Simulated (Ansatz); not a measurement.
# Au: moving Au off its site

Au, Im-3m, a = 3.315 Å (as given, not relaxed at this level: -9.4 GPa). This isn't the element's structure at ambient conditions. Ansatz: PBEsol, PAW, 420 eV, Γ-centred 10×10×10 mesh on 8 atoms, Gaussian smearing 0.15 eV; no spin polarisation.

```yaml
crystal:
  lattice:
    - [-3.31454, 3.31454, -3.31454]
    - [3.31454, -3.31454, -3.31454]
    - [-3.31454, -3.31454, 3.31454]
  atoms:
    - { symbol: Au, position: [0.50000, 0.50000, 0.50000] }
    - { symbol: Au, position: [0.50000, 0.50000, 0.00000] }
    - { symbol: Au, position: [0.00000, 0.50000, 0.50000] }
    - { symbol: Au, position: [0.00000, 0.50000, 0.00000] }
    - { symbol: Au, position: [0.50000, 0.00000, 0.50000] }
    - { symbol: Au, position: [0.50000, 0.00000, 0.00000] }
    - { symbol: Au, position: [0.00000, 0.00000, 0.50000] }
    - { symbol: Au, position: [0.00000, 0.00000, 0.00000] }
```

Atom 1 (Au) moves by x along the unit vector (0.577, 0.577, -0.577), with its periodic images; all else is held. y is the free energy of the cell over the start, F the force along the path summed over the moved atoms. Symmetry makes y even in x.

| x (Å) | y (meV) | F (eV/Å) |
| --- | --- | --- |
| -0.450 | ? | ? |
| -0.270 | 208.8 | 1.72 |
| -0.090 | 20.9 | 0.47 |
| 0.000 | 0.0 | 0.00 |
| 0.135 | 47.9 | -0.73 |
| 0.180 | 87.1 | -1.02 |
| 0.225 | 140.0 | -1.34 |
| 0.315 | 296.1 | -2.17 |
| 0.360 | 405.2 | -2.70 |
| 0.405 | 540.3 | -3.33 |

Q: Fit y = c2 x² + c4 x⁴ to the energies of the other rows, give the force constant, and predict energy and force of the missing row.

A: Least squares on the rows shown. y = 2522.7 x² + 4687.9 x⁴. The force constant is 2 c2 = 5.05 eV/Å², for the cell as given, at -9.4 GPa (for all images moving together, not for a lone atom). The force −dy/dx at the missing row is 3.98 eV/Å (computed 4.08). At x = -0.450 the fit asked for gives 703.1 meV. The run gave 706.5 meV, so the fit is 3.4 meV too low, a small miss on the scale of the series.

Spin–orbit coupling is left out, which can shift energies with elements as heavy as these.